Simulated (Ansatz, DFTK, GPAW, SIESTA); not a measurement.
# One calculation of Si, 5 ways

```
CELL_PARAMETERS angstrom
3.83132 0.00000 0.00000
-1.91566 3.31802 0.00000
0.00000 0.00000 6.33262
ATOMIC_POSITIONS crystal
Si 0.66667 0.33333 0.93699
Si 0.33333 0.66667 0.43699
Si 0.66667 0.33333 0.56301
Si 0.33333 0.66667 0.06301
```

This isn't the form of Si at room conditions, which is diamond.

Alike in all runs: task single point; functional PBEsol; k mesh 8 × 8 × 4; occupations fermi-dirac, width 0.05 eV; no spin polarisation; no spin-orbit coupling. Pressure is positive in compression and, in plane waves, holds the error of the finite cutoff, which Ansatz's Pulay term estimates and takes out.

```csv
program and potentials,plane-wave cutoff (eV),notes,pressure (GPa)
"Ansatz, Ansatz PAW",420,"potentials made for PBE, which Ansatz adapts in part; Pulay term of +0.03 GPa included",-0.43
"Ansatz, all-electron LAPW, scalar-relativistic",-,-,-0.48
"GPAW, PAW data sets generated for this functional",600,-,-0.19
"SIESTA, files PseudoDojo sr-pbesol-0.4.1-standard, DZP (energy shift 0.003 Ry)",-,atomic basis,0.84
"DFTK, PseudoDojo SR PBEsol 0.4.1 standard (PBEsol)",653,-,?
```

Question: Estimate from the other rows what the run with DFTK, PseudoDojo SR PBEsol 0.4.1 standard (PBEsol) gave.

Answer: Pressure -0.55 GPa. The other rows, which needn't bracket it: pressure -0.48 to 0.84.
